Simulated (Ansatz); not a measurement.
NaI (rock salt), conventional cell a = b = c = 6.460 Å, α = β = γ = 90.00°. The calculation uses the primitive cell of 2 atoms, to which meshes and values per cell refer.

This relaxed cell (volume V₀) is scaled evenly in all directions, its shape held. Symmetry pins the atoms to their sites.

Calculation: r2SCAN (plane waves to 500 eV, PAW, scalar-relativistic; Ansatz, a program for electronic structure). k mesh 9×9×9 (Γ-centred), Fermi-Dirac smearing 0.05 eV. Energies are smeared free energies. NaI was relaxed with its symmetry unable to fall. Spin-orbit coupling is left out, though I is heavy. ΔE is measured from the relaxed starting cell.

| V (Å³/atom) | ΔE (meV/atom) |
|---|---|
| 30.331 | 22.2 |
| 31.005 | 13.7 |
| 31.679 | 7.4 |
| 32.353 | 3.2 |
| 33.027 | 0.8 |
| 33.701 | 0.0 |
| 34.375 | 0.7 |
| 35.049 | 2.6 |
| 35.723 | 5.8 |
| 36.397 | 9.9 |
| 37.071 | 14.9 |

Task: What is the fitted pressure derivative B₀′?

Result: 4.8.

Task: What bulk modulus B₀ follows from a third-order Birch-Murnaghan fit?

Result: 17.2 GPa.

(A scan under strain: stresses follow from slopes of the energy per volume, elastic moduli from its curvatures.)
